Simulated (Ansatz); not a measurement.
Here is the system:

MgO:
```yaml
crystal:
  lattice:
    - [5.57528, 0.00000, 0.00000]
    - [0.00000, 5.57528, 0.00000]
    - [0.00000, 0.00000, 5.57528]
  atoms:
    - { symbol: Mg, position: [0.25000, 0.00000, 0.50000] }
    - { symbol: Mg, position: [0.75000, 0.00000, 0.50000] }
    - { symbol: Mg, position: [0.50000, 0.75000, 0.00000] }
    - { symbol: Mg, position: [0.50000, 0.25000, 0.00000] }
    - { symbol: Mg, position: [0.00000, 0.50000, 0.75000] }
    - { symbol: Mg, position: [0.00000, 0.50000, 0.25000] }
    - { symbol: O, position: [0.25000, 0.50000, 0.00000] }
    - { symbol: O, position: [0.75000, 0.50000, 0.00000] }
    - { symbol: O, position: [0.00000, 0.75000, 0.50000] }
    - { symbol: O, position: [0.00000, 0.25000, 0.50000] }
    - { symbol: O, position: [0.50000, 0.00000, 0.75000] }
    - { symbol: O, position: [0.50000, 0.00000, 0.25000] }
```

This is the r²SCAN-relaxed structure.

### Question
All from DFT-r²SCAN in the program Ansatz with PAW potentials, unless another level is named. Predict the bulk modulus (Birch–Murnaghan fit).

### Answer
1020 kbar.

### Question
What about the highest zone-centre frequency (without LO–TO term)?

### Answer
86.4 meV.

Space group Pm-3n. The first step of the workflow began from a Materials Project structure, measured or hypothetical; the Crystallography Open Database copy checked does not list it. It is not the phase usual at ambient conditions (space group No. 225). The r²SCAN relaxation kept the symmetry of its start; of distortions, only those at the zone centre were tested.

Potentials: the later of the program's two PAW sets.
